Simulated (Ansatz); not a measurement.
Each is relaxed and computed with PBE (plane waves, PAW; program Ansatz). Which is the only metal?
(A) SiGe, R-3m (Si on 6c, Ge on 6c)
(B) SiC, P6_3mc (Pearson symbol hP16)
(C) Si2W, fluorite or antifluorite type
(D) SiO2, rutile

C, Si2W, fluorite or antifluorite type. Si2W: metal; SiGe: gap 0.38 eV (indirect); SiO2: gap 5.04 eV (direct); SiC: gap 1.78 eV (indirect). Constructed cells (a structure type filled with these elements, in neither database checked): Si2W, fluorite or antifluorite type. Typed or built starts, not in the databases checked: SiGe, R-3m (Si on 6c, Ge on 6c). Not the usual ambient phase: Si2W, fluorite or antifluorite type; SiO2, rutile; SiC, P6_3mc (Pearson symbol hP16). All cells were relaxed under the symmetry of their starts (and spin orders); stability against distortions was not tested throughout. Rows with no word on spin ran without spin polarisation. Scalar-relativistic: spin–orbit coupling is off unless named, which matters more the heavier the elements.

Potentials: the later of the program's two PAW sets.
